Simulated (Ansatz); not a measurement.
Consider a crystal of Si2B in space group P-3m1 (No. 164), with Si on 2d; B on 1a. The guess for Si2B was made by a generator: close-packed layers stacked ABC (elements of the layers in order: B Si Si).

The calculation used DFT PBE, scalar-relativistic, plane waves, PAW (Ansatz). Cutoff 420 eV, Γ-centred mesh, Gaussian smearing, no spin polarisation.

Formation energies are uncorrected and refer to the elements' standard structures at the same level.

Task: Which cell and coordinates does it relax to?

Result:

Space group P-3m1 (No. 164). a = 3.180 Å, b = 3.180 Å, c = 4.087 Å, α = 90.00°, β = 90.00°, γ = 120.00°
```json
{"atom": "Si", "site": "2d", "symmetry": "3m.", "x": "0.3333", "y": "0.6667", "z": "0.2594"}
{"atom": "B", "site": "1a", "symmetry": "-3m.", "x": "0.0000", "y": "0.0000", "z": "0.0000"}
```

It has the anti-cadmium iodide type. Around Si lie 3 B at 2.12 Å; around B lie 6 Si at 2.12 Å. Another local minimum with the same sites may exist.

Task: And its energy and gap?

Result: The formation energy is +0.35 eV/atom. The gap on the 18×18×12 mesh of the 3-atom cell is 0 eV (a metal). A positive value: parting into the elements would lower its energy.

The last run used Gaussian smearing of 0.10 eV. The cell is a metal run without spin; a magnetic state may lie lower. A structure relaxed within its symmetry needn't be a true minimum.
